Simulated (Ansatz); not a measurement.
## ¹⁷O NMR of the central transition in CO2

Cell: a structure deposited in the COD, its atoms then relaxed with PBE in this cell.

Space group Pa-3 (No. 205); a = 5.6200 Å.

```
site  Wyckoff  site symmetry       x       y       z
   C       4a           .-3.  0.0000  0.0000  0.0000
   O       8c            .3.  0.1200  0.1200  0.1200
```

One atom of each set is listed.

Method: Kohn–Sham DFT in Ansatz, r2SCAN, plane waves and PAW, scalar-relativistic, 500 eV cutoff, Γ-centred 4×4×4 k-points, Fermi–Dirac smearing 0.02 eV.

¹⁷O has I = 5/2 and Q = -25.58 mb (Pyykkö 2018); at 11.7 T its Larmor frequency is ν₀ = 67.6 MHz. Only the quadrupole interaction is simulated: positions count from each site's isotropic chemical shift, and J coupling is left out, as are shift anisotropy and dipolar coupling, which fast spinning averages.

Q: Simulate the second-order pattern (fast magic-angle spinning, Gaussian broadening 0.2 kHz) of site O (1 C at 1.17 Å).

A: The calculation gives C_Q = -4.79 MHz and η = 0.00, so ν_Q = 0.718 MHz and the centre of gravity lies at -30.1 ppm (-2.03 kHz).

offset (kHz), height and a bar:
```
   -5.288          0 
   -5.132          1 
   -4.977          4 #
   -4.821          5 ##
   -4.665          5 ##
   -4.510          5 ##
   -4.354          5 ##
   -4.198          6 ##
   -4.042          6 ##
   -3.887          6 ##
   -3.731          6 ##
   -3.575          6 ##
   -3.419          8 ##
   -3.264         36 ###########
   -3.108         79 ########################
   -2.952         60 ##################
   -2.797         46 ##############
   -2.641         41 ############
   -2.485         39 ############
   -2.329         37 ###########
   -2.174         37 ###########
   -2.018         36 ###########
   -1.862         37 ###########
   -1.707         38 ###########
   -1.551         40 ############
   -1.395         43 #############
   -1.239         48 ##############
   -1.084         57 #################
   -0.928         79 ########################
   -0.772        100 ##############################
   -0.616         30 #########
   -0.461          1
```

An axis of threefold or higher order runs through O, so V_zz lies along it and η is zero.

The largest force is 0.9 eV/Å, so the atoms aren't at the calculated equilibrium and relaxing them would move these values. The database entry as given showed forces above 3 eV/Å or a pressure above 30 GPa, though relaxing it moves no atom far.
